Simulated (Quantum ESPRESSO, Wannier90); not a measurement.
InGaAs₂ (P-4m2), plane waves to Wannier functions

```yaml
crystal:
  lattice:
    - [4.22500, 0.00000, 0.00000]
    - [0.00000, 4.22500, 0.00000]
    - [0.00000, 0.00000, 5.96215]
  atoms:
    - { symbol: In, position: [0.00000, 0.00000, 0.50000] }
    - { symbol: Ga, position: [0.50000, 0.50000, 0.00000] }
    - { symbol: As, position: [0.50000, 0.00000, 0.76848] }
    - { symbol: As, position: [0.00000, 0.50000, 0.23152] }
```

Materials Project entry mp-1223781; symmetrised, unrelaxed at this level. Not found in the COD (Crystallography Open Database) copy used; not checked further. Level: LDA, no spin polarisation, no spin-orbit coupling; pw.x of Quantum ESPRESSO at 64 Ry with PseudoDojo potentials, 8×8×6 k-points, Wannier90. Density: 8×8×6 mesh, cold smearing 0.01 Ry. Spin-orbit coupling is left out although heavy elements are present.

Base run: 16 functions from bands 21-46 of the 46 computed, start hydrogen-like In: s;p; Ga: s;p; As: s;p, centres 0.05 Å off the atoms, frozen window up to 1.50 eV relative to the Fermi level, outer window open. One thing is changed at a time; window edges are relative to the Fermi level. The misfit compares interpolated bands with pw.x on a high-symmetry path, for states up to 1.0 eV relative to the Fermi level. Converged means that the tolerances were met: symmetric starts can stop on a saddle, which shows as a larger Ω_OD at equal Ω_I and can move the misfit too.

```tsv
setting	functions	frozen to (eV)	Ω_I (Å²)	Ω_D (Å²)	Ω_OD (Å²)	rms misfit (meV)	worst (meV)	ended
base	16	1.50	25.18	0.02	3.51	1.8	14	converged
```

### Question
Starting from this base row, predict which settings stop with an error, and how Ω_I and the misfit move in the others: frozen window to -0.50 eV; frozen window to 5.50 eV; frozen window to 1.00 eV; frozen window to 6.68 eV; no frozen window; outer window to 11.03 eV; outer window to 9.33 eV.

### Answer
```json
[
 {"setting": "frozen window to -0.50 eV", "functions": "16", "frozen to (eV)": "-0.50", "Ω_I (Å²)": "24.76", "Ω_D (Å²)": "0.02", "Ω_OD (Å²)": "3.48", "rms misfit (meV)": "26", "worst (meV)": "209", "ended": "converged"},
 {"setting": "frozen window to 5.50 eV", "functions": "16", "frozen to (eV)": "5.50", "Ω_I (Å²)": "38.91", "Ω_D (Å²)": "0.17", "Ω_OD (Å²)": "6.35", "rms misfit (meV)": "2.4", "worst (meV)": "21", "ended": "converged"},
 {"setting": "frozen window to 1.00 eV", "functions": "16", "frozen to (eV)": "1.00", "Ω_I (Å²)": "24.92", "Ω_D (Å²)": "0.02", "Ω_OD (Å²)": "3.51", "rms misfit (meV)": "2.6", "worst (meV)": "42", "ended": "converged"},
 {"setting": "frozen window to 6.68 eV", "functions": "16", "frozen to (eV)": "6.68", "Ω_I (Å²)": "–", "Ω_D (Å²)": "–", "Ω_OD (Å²)": "–", "rms misfit (meV)": "–", "worst (meV)": "–", "ended": "stops: too many frozen states"},
 {"setting": "no frozen window", "functions": "16", "frozen to (eV)": "none", "Ω_I (Å²)": "24.14", "Ω_D (Å²)": "0.01", "Ω_OD (Å²)": "3.38", "rms misfit (meV)": "86", "worst (meV)": "445", "ended": "converged"},
 {"setting": "outer window to 11.03 eV", "functions": "16", "frozen to (eV)": "1.50", "Ω_I (Å²)": "33.01", "Ω_D (Å²)": "0.07", "Ω_OD (Å²)": "4.25", "rms misfit (meV)": "0.9", "worst (meV)": "8.0", "ended": "converged"},
 {"setting": "outer window to 9.33 eV", "functions": "16", "frozen to (eV)": "1.50", "Ω_I (Å²)": "40.91", "Ω_D (Å²)": "0.18", "Ω_OD (Å²)": "6.27", "rms misfit (meV)": "2.5", "worst (meV)": "16", "ended": "converged"}
]
```
